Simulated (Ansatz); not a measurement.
Ansatz 0.2.0, single run: ScFeF₂

Input:

```yaml
crystal:
  lattice:
    - [1.63546778, 2.83271067, 0.0]
    - [-1.63546778, 2.83271067, 0.0]
    - [0.0, 0.0, 11.59513547]
  atoms:
    - { symbol: Fe, position: [0.3333, 0.3334, 0.25] }
    - { symbol: Fe, position: [0.6666, 0.6667, 0.75] }
    - { symbol: Sc, position: [0.0, 0.0, 0.0] }
    - { symbol: Sc, position: [0.0, 0.0, 0.5] }
    - { symbol: F, position: [0.3333, 0.3334, 0.0895] }
    - { symbol: F, position: [0.6666, 0.6667, 0.5895] }
    - { symbol: F, position: [0.3333, 0.3334, 0.4105] }
    - { symbol: F, position: [0.6667, 0.6667, 0.9105] }
  symmetry: { tolerance: 0.0003 }
kpoints:
  mp_grid: { grid: [6, 6, 2], shift: [0, 0, 0] }
magnetization:
  spin_polarized: false
scf:
  occupations: { method: fermi_dirac }
  mixing: { algorithm: broyden, beta: 0.3, ndim: 8 }
hamiltonian:
  pseudopotentials: { kind: paw }
  xc: r2scan
basis:
  ecutwfc: 500
  xc_grid: 2
output:
  forces: true
  stress: true
  eigenvalues: true
  write_density: true
  write_potential: true
  elf: true
  volumetric_format: npy
```

The command:

```bash
ansatz run input.yaml --threads 1 --pin off --max-ram 2560MiB --backend cpu --events-out ev --progress --plain --runs-dir out
```

Origin of the cell: a known structure type with other elements, at an estimated volume, so it need not be a known compound.

The smearing width isn't typed, so it takes its default of 0.1 eV.

Output (shortened):

```
SCF iter   1: F=—  HF=-16490.863081 eV  Δρ=2.35e-2  dr2=5.68e-1  dr2_τ=3.05e-1
SCF iter   2: F=—  HF=-16491.254109 eV  Δρ=4.21e-2  dr2=2.67e0  dr2_τ=4.33e-2  κ⁻¹=1.0e0(r=1)
SCF iter   3: F=—  HF=-16491.194540 eV  Δρ=1.54e-2  dr2=1.48e-1  dr2_τ=5.75e-3  κ⁻¹=1.4e-2(r=2)
SCF iter   4: F=—  HF=-16491.201108 eV  Δρ=9.68e-3  dr2=2.54e-2  dr2_τ=3.24e-3  κ⁻¹=6.2e-4(r=3)
SCF iter   5: F=—  HF=-16491.214710 eV  Δρ=3.62e-3  dr2=8.35e-3  dr2_τ=5.16e-4  κ⁻¹=5.9e-5(r=4)
SCF iter   6: F=—  HF=-16491.216175 eV  Δρ=1.62e-3  dr2=3.67e-3  dr2_τ=7.26e-5  κ⁻¹=2.3e-5(r=5)
SCF iter   7: F=—  HF=-16491.216308 eV  Δρ=6.34e-4  dr2=3.44e-4  dr2_τ=2.50e-5  κ⁻¹=3.6e-6(r=6)
SCF iter   8: F=—  HF=-16491.216427 eV  Δρ=2.83e-4  dr2=4.60e-5  dr2_τ=6.25e-6  κ⁻¹=1.2e-6(r=7)
SCF iter   9: F=—  HF=-16491.216468 eV  Δρ=1.94e-4  dr2=6.20e-5  dr2_τ=1.09e-6  κ⁻¹=4.0e-8(r=8)
SCF iter  10: F=—  HF=-16491.216474 eV  Δρ=7.89e-5  dr2=8.95e-6  dr2_τ=1.45e-7  κ⁻¹=2.8e-8(r=8)
SCF iter  11: F=—  HF=-16491.216474 eV  Δρ=4.46e-5  dr2=2.79e-6  dr2_τ=5.55e-8  κ⁻¹=5.5e-7(r=8)
SCF iter  12: F=—  HF=-16491.216474 eV  Δρ=2.57e-5  dr2=8.51e-7  dr2_τ=1.22e-8  κ⁻¹=6.6e-7(r=8)
SCF iter  13: F=—  HF=-16491.216474 eV  Δρ=2.32e-5  dr2=6.89e-7  dr2_τ=1.12e-8  κ⁻¹=9.4e-7(r=8)
SCF iter  14: F=-16491.216474 eV  HF=-16491.216474 eV  Δρ=3.68e-6  dr2=1.04e-8  dr2_τ=6.22e-10
SCF 1 converged in 14 iterations: F = -16491.216474 eV  dr2 = 1.04e-8
SCF converged after 14 iterations
Stability not checked: this state was not tested for a lower state beside it, because the mixer in use, unlike msr1, does not test its closes by its own steps (another_mixer; see scf.mixing.algorithm and scf.lower_state_search)
Free energy (F): -16491.216474 eV
Harris-Foulkes:  -16491.216474 eV  (|F-HF|=1.72e-9)
Internal energy: -16490.910772 eV  (E = F + TS)
E sigma→0 (E₀):  -16491.063623 eV
Entropy (-TS):   -0.305702 eV (-38.213 meV/atom)
Fermi energy:    11.476024 eV
--- Per-component energies (eV) ---
  E_band       = -1156.283236
  E_kinetic    = 2064.908783
  E_local      = -9548.876459  (includes V_loc(G=0)·N_el)
  E_nonlocal   = 918.890843
  E_hartree    = 3793.940729
  E_xc         = -739.729455
  E_vxc        = -1075.771920  (∫ρ·V_xc dr)
  E_paw        = -5507.294459  (= ΣΔE_a)
  E_vpaw       = -1178.040553  (= ΣTr[D̂ρ^β])
  E_aug_tail   = 0.004990  (compensation charges beyond the density's cutoff)
  E_vtau       = 74.712340  (kinetic-family band-sum trace: ∫τ·v_τ [+ j·A + Jᵃ·Aᵃ] dr)
  E_ewald      = -7471.574243
  E_core_change = -1.181500  (= ΣΔE_core)
  E_smearing   = -0.305702  (= −TS)
  Σ components = -16491.216474   (vs F -16491.216474, Δ=0.00e0)
--- Forces (eV/Å), atoms counted from 1 ---
  atom   1  Fe    -0.000000     0.000000     0.000000
  atom   2  Fe     0.000000    -0.000000     0.000000
  atom   3  Sc    -0.000000    -0.000000     0.000000
  atom   4  Sc     0.000000    -0.000000     0.000000
  atom   5  F      0.000000     0.000000    -1.762954
  atom   6  F      0.000000    -0.000000    -1.762954
  atom   7  F      0.000000     0.000000     1.762954
  atom   8  F      0.000000    -0.000000     1.762954
  max |Σ_I F_I| component: 2.22e-16 eV/Å
--- Stress (GPa, compression-positive) ---
       -0.766235       0.000000       0.000000
       -0.000000      -0.766235       0.000000
        0.000000       0.000000       6.761595
  P = ⅓ Tr σ = 1.7430 GPa (17.430 kbar)
```

Caveats: no spin polarisation, so a magnetic state may lie lower; the k mesh is coarse if the cell is a metal.

Time: 14 s on 1 thread of Arm Neoverse V2, on a shared host, peak memory 0.44 GiB, from the program's own first density.
